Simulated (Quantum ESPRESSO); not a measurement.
## AsSi2O5N (finding a planted mistake in a log)

Simulated, not a measurement. The program is pw.x of Quantum ESPRESSO 7.5 (plane-wave density functional theory). The cell is made up: 9 atoms on a quartz lattice, with randomly drawn elements, strain and displacements, not relaxed. PseudoDojo standard norm-conserving files (v0.5 for PBE, v0.4.1 for LDA and PBEsol) set the functional; there is no spin polarisation, spin-orbit coupling or dispersion term, and the masses in the input are unused placeholders.

Intended input:

```
&control calculation='scf', pseudo_dir='./dojo.nc.sr.pbe.v0_5.standard.upf', outdir='./o', disk_io='low', tprnfor=.true., tstress=.true. /
&system ibrav=0, nat=9, ntyp=4, nbnd=35, ecutwfc=84.00895049, nosym=.true., tot_charge=0,
 occupations='smearing', smearing='fd', degauss=0.0018374661
/
&electrons conv_thr=7.350e-09, electron_maxstep=60, /
ATOMIC_SPECIES
As 1.0 As.upf
N 1.0 N.upf
O 1.0 O.upf
Si 1.0 Si.upf
CELL_PARAMETERS angstrom
4.8876 -0.0425 -0.0341
-2.4806 4.4097 -0.0172
-0.0376 -0.0437 5.5327
ATOMIC_POSITIONS angstrom
As 2.2498 -0.029 3.6568
Si -1.1547 2.0986 1.8552
Si 1.2488 2.2919 -0.0065
O 1.3252 1.1595 4.3092
N 3.2424 0.6532 2.489
O 2.6728 2.5587 0.6424
O 0.2916 1.8053 1.1665
O -1.1684 3.1519 3.0269
O 0.7374 3.7162 4.802
K_POINTS automatic
5 5 4 1 1 1
```

The log is shortened where brackets say so; the opening notice, blank lines, dates and the lines on written files are dropped, and the path of the files is cut. It prints rydbergs, bohrs and kilobars, and counts compression as positive stress. Where no state is partly filled, the Fermi energy that it prints is only some level between the filled and the empty states on the mesh, and need not lie in the true gap.

Log of the intended run:

```
     Program PWSCF v.7.5
     Parallel version (MPI & OpenMP), running on       4 processor cores
     Number of MPI processes:                 4
     Threads/MPI process:                     1
     [start-up lines left out]
     bravais-lattice index     =            0
     lattice parameter (alat)  =       9.2368  a.u.
     unit-cell volume          =     800.6839 (a.u.)^3
     number of atoms/cell      =            9
     number of atomic types    =            4
     number of electrons       =        58.00
     number of Kohn-Sham states=           35
     kinetic-energy cutoff     =      84.0090  Ry
     charge density cutoff     =     336.0358  Ry
     scf convergence threshold =      7.3E-09
     mixing beta               =       0.7000
     number of iterations used =            8  plain     mixing
     Exchange-correlation= PBE
                           (   1   4   3   4   0   0   0)
     [axes and pseudopotential details left out]
   Cartesian axes
     site n.     atom                  positions (alat units)
         1        As     tau(   1) = (   0.4602791  -0.0059330   0.7481326  )
         2        Si     tau(   2) = (  -0.2362362   0.4293456   0.3795492  )
         3        Si     tau(   3) = (   0.2554878   0.4688922  -0.0013298  )
         4        O      tau(   4) = (   0.2711183   0.2372183   0.8816049  )
         5        N      tau(   5) = (   0.6633519   0.1336360   0.5092162  )
         6        O      tau(   6) = (   0.5468193   0.5234759   0.1314265  )
         7        O      tau(   7) = (   0.0596575   0.3693403   0.2386504  )
         8        O      tau(   8) = (  -0.2390391   0.6448368   0.6192634  )
         9        O      tau(   9) = (   0.1508622   0.7602850   0.9824252  )
     number of k points=    50  Fermi-Dirac smearing, width (Ry)=  0.0018
                       cart. coord. in units 2pi/alat
        k(    1) = (   0.1022587   0.1688069   0.1124604), wk =   0.0400000
        k(    2) = (   0.1038149   0.1705438   0.3333490), wk =   0.0400000
     [further k points left out]
     Dense  grid:    83287 G-vectors     FFT dimensions: (  54,  60,  64)
     Estimated max dynamical RAM per process >     182.93 MB
     Estimated total dynamical RAM >     670.72 MB
     Initial potential from superposition of free atoms
     starting charge      57.9985, renormalised to      58.0000
     Starting wfcs are   41 randomized atomic wfcs
     total cpu time spent up to now is        2.7 secs
     per-process dynamical memory:   140.2 Mb
     Self-consistent Calculation
     iteration #  1     ecut=    84.01 Ry     beta= 0.70
     Davidson diagonalization with overlap
     ethr =  1.00E-02,  avg # of iterations =  3.0
     total cpu time spent up to now is        7.4 secs
     total energy              =    -414.35980940 Ry
     estimated scf accuracy    <       2.66533195 Ry
     iteration #  2     ecut=    84.01 Ry     beta= 0.70
     Davidson diagonalization with overlap
     ethr =  4.60E-03,  avg # of iterations =  3.0
     total cpu time spent up to now is       11.8 secs
     total energy              =    -415.08939112 Ry
     estimated scf accuracy    <       1.98278214 Ry
     [iterations 3 to 10 left out]
     iteration # 11     ecut=    84.01 Ry     beta= 0.70
     Davidson diagonalization with overlap
     ethr =  5.78E-11,  avg # of iterations =  3.8
     total cpu time spent up to now is       49.0 secs
     total energy              =    -415.49196873 Ry
     estimated scf accuracy    <          9.8E-09 Ry
     iteration # 12     ecut=    84.01 Ry     beta= 0.70
     Davidson diagonalization with overlap
     ethr =  1.68E-11,  avg # of iterations =  2.0
     total cpu time spent up to now is       52.6 secs
     End of self-consistent calculation
     [lines on levels left out]
     the Fermi energy is     7.7743 ev
!    total energy              =    -415.49196873 Ry
     estimated scf accuracy    <          1.5E-09 Ry
     smearing contrib. (-TS)   =      -0.00000000 Ry
     internal energy E=F+TS    =    -415.49196873 Ry
     The total energy is F=E-TS. E is the sum of the following terms:
     one-electron contribution =    -269.09168011 Ry
     hartree contribution      =     163.06860704 Ry
     xc contribution           =    -102.78354983 Ry
     ewald contribution        =    -206.68534583 Ry
     convergence has been achieved in  12 iterations
     Forces acting on atoms (cartesian axes, Ry/au):
     atom    1 type  1   force =     0.11935386    0.05903838   -0.14313705
     atom    2 type  4   force =    -0.05477543   -0.09499083   -0.07090285
     atom    3 type  4   force =     0.00606590    0.05289754   -0.01907636
     atom    4 type  3   force =    -0.10181305    0.06413746    0.06495368
     atom    5 type  2   force =    -0.00932632   -0.06258158   -0.00349943
     atom    6 type  3   force =     0.05716119    0.02011391   -0.00013005
     atom    7 type  3   force =    -0.02465290    0.01352135    0.00089850
     atom    8 type  3   force =    -0.04328535    0.04003210    0.06042663
     atom    9 type  3   force =     0.05127210   -0.09216834    0.11046693
     Total force =     0.340735     Total SCF correction =     0.000092
     Computing stress (Cartesian axis) and pressure
          total   stress  (Ry/bohr**3)                   (kbar)     P=      103.86
   0.00069855   0.00007854  -0.00005427          102.76       11.55       -7.98
   0.00007854   0.00072052   0.00032045           11.55      105.99       47.14
  -0.00005427   0.00032045   0.00069908           -7.98       47.14      102.84
     init_run     :      2.58s CPU      2.64s WALL (       1 calls)
     electrons    :     49.78s CPU     49.96s WALL (       1 calls)
     forces       :      0.72s CPU      0.72s WALL (       1 calls)
     stress       :      2.37s CPU      2.37s WALL (       1 calls)
     [timing details left out]
     PWSCF        :     55.52s CPU     55.78s WALL
     JOB DONE.
```

A second run was made from an input with one planted mistake. Its log:

```
     Program PWSCF v.7.5
     Parallel version (MPI & OpenMP), running on       4 processor cores
     Number of MPI processes:                 4
     Threads/MPI process:                     1
     [start-up lines left out]
     bravais-lattice index     =            0
     lattice parameter (alat)  =       9.2368  a.u.
     unit-cell volume          =     800.6839 (a.u.)^3
     number of atoms/cell      =            9
     number of atomic types    =            4
     number of electrons       =        58.00
     number of Kohn-Sham states=           35
     kinetic-energy cutoff     =      56.0060  Ry
     charge density cutoff     =     224.0239  Ry
     scf convergence threshold =      7.3E-09
     mixing beta               =       0.7000
     number of iterations used =            8  plain     mixing
     Exchange-correlation= PBE
                           (   1   4   3   4   0   0   0)
     [axes and pseudopotential details left out]
   Cartesian axes
     site n.     atom                  positions (alat units)
         1        As     tau(   1) = (   0.4602791  -0.0059330   0.7481326  )
         2        Si     tau(   2) = (  -0.2362362   0.4293456   0.3795492  )
         3        Si     tau(   3) = (   0.2554878   0.4688922  -0.0013298  )
         4        O      tau(   4) = (   0.2711183   0.2372183   0.8816049  )
         5        N      tau(   5) = (   0.6633519   0.1336360   0.5092162  )
         6        O      tau(   6) = (   0.5468193   0.5234759   0.1314265  )
         7        O      tau(   7) = (   0.0596575   0.3693403   0.2386504  )
         8        O      tau(   8) = (  -0.2390391   0.6448368   0.6192634  )
         9        O      tau(   9) = (   0.1508622   0.7602850   0.9824252  )
     number of k points=    50  Fermi-Dirac smearing, width (Ry)=  0.0018
                       cart. coord. in units 2pi/alat
        k(    1) = (   0.1022587   0.1688069   0.1124604), wk =   0.0400000
        k(    2) = (   0.1038149   0.1705438   0.3333490), wk =   0.0400000
     [further k points left out]
     Dense  grid:    45301 G-vectors     FFT dimensions: (  45,  45,  50)
     Estimated max dynamical RAM per process >     100.49 MB
     Estimated total dynamical RAM >     368.79 MB
     Check: negative core charge=   -0.000054
     Initial potential from superposition of free atoms
     starting charge      57.9985, renormalised to      58.0000
     Starting wfcs are   41 randomized atomic wfcs
     total cpu time spent up to now is        1.4 secs
     per-process dynamical memory:    79.5 Mb
     Self-consistent Calculation
     iteration #  1     ecut=    56.01 Ry     beta= 0.70
     Davidson diagonalization with overlap
     ethr =  1.00E-02,  avg # of iterations =  3.0
     total cpu time spent up to now is        4.0 secs
     total energy              =    -413.95176762 Ry
     estimated scf accuracy    <       2.61912591 Ry
     iteration #  2     ecut=    56.01 Ry     beta= 0.70
     Davidson diagonalization with overlap
     ethr =  4.52E-03,  avg # of iterations =  3.0
     total cpu time spent up to now is        6.5 secs
     total energy              =    -414.65526409 Ry
     estimated scf accuracy    <       1.93375400 Ry
     [iterations 3 to 9 left out]
     iteration # 10     ecut=    56.01 Ry     beta= 0.70
     Davidson diagonalization with overlap
     ethr =  1.28E-09,  avg # of iterations =  2.0
     total cpu time spent up to now is       24.8 secs
     total energy              =    -415.05369495 Ry
     estimated scf accuracy    <       0.00000003 Ry
     iteration # 11     ecut=    56.01 Ry     beta= 0.70
     Davidson diagonalization with overlap
     ethr =  4.70E-11,  avg # of iterations =  3.8
     total cpu time spent up to now is       27.2 secs
     End of self-consistent calculation
     [lines on levels left out]
     the Fermi energy is     7.7275 ev
!    total energy              =    -415.05369496 Ry
     estimated scf accuracy    <          5.2E-09 Ry
     smearing contrib. (-TS)   =      -0.00000000 Ry
     internal energy E=F+TS    =    -415.05369496 Ry
     The total energy is F=E-TS. E is the sum of the following terms:
     one-electron contribution =    -268.07047556 Ry
     hartree contribution      =     162.24760442 Ry
     xc contribution           =    -102.54547797 Ry
     ewald contribution        =    -206.68534585 Ry
     convergence has been achieved in  11 iterations
     Forces acting on atoms (cartesian axes, Ry/au):
     atom    1 type  1   force =     0.12052837    0.05874082   -0.14705273
     atom    2 type  4   force =    -0.05469383   -0.09453103   -0.07094011
     atom    3 type  4   force =     0.00597670    0.05260475   -0.01921832
     atom    4 type  3   force =    -0.10894663    0.07349749    0.06975260
     atom    5 type  2   force =    -0.00392752   -0.05924234   -0.00901931
     atom    6 type  3   force =     0.05680921    0.02044271    0.00028220
     atom    7 type  3   force =    -0.02453951    0.01268845    0.00105179
     atom    8 type  3   force =    -0.04917645    0.03194545    0.05733793
     atom    9 type  3   force =     0.05796967   -0.09614631    0.11780595
     Total force =     0.350851     Total SCF correction =     0.000165
     Computing stress (Cartesian axis) and pressure
          total   stress  (Ry/bohr**3)                   (kbar)     P=     -485.45
  -0.00330579   0.00006936  -0.00004325         -486.30       10.20       -6.36
   0.00006936  -0.00328127   0.00033122           10.20     -482.69       48.72
  -0.00004325   0.00033122  -0.00331292           -6.36       48.72     -487.35
     init_run     :      1.33s CPU      1.38s WALL (       1 calls)
     electrons    :     25.67s CPU     25.78s WALL (       1 calls)
     forces       :      0.41s CPU      0.41s WALL (       1 calls)
     stress       :      1.29s CPU      1.29s WALL (       1 calls)
     [timing details left out]
     PWSCF        :     28.76s CPU     28.94s WALL
     JOB DONE.
```

Question: what was wrong in the second input?

Answer: the plane-wave cutoff is too low. The input lines that differ, file-writing options aside:

```
- &system ibrav=0, nat=9, ntyp=4, nbnd=35, ecutwfc=84.00895049, nosym=.true., tot_charge=0,
+ &system ibrav=0, nat=9, ntyp=4, nbnd=35, ecutwfc=56.00596700, nosym=.true., tot_charge=0,
```

```
                                            intended run  run with the mistake
                          free energy (eV)     -5653.056             -5647.093
                    smearing term -TS (eV)        0.0000                0.0000
                            pressure (GPa)         10.39                -48.54
            largest force component (eV/Å)         3.680                 3.781
largest change of a force component (eV/Å)                               0.241
                                iterations            12                    11
```

For scale, a rerun of the intended cell at 1437 eV and a 7 x 7 x 6 mesh moved values by no more than 0.004 eV in energy, 0.02 GPa in stress and 0.002 eV/Å in force.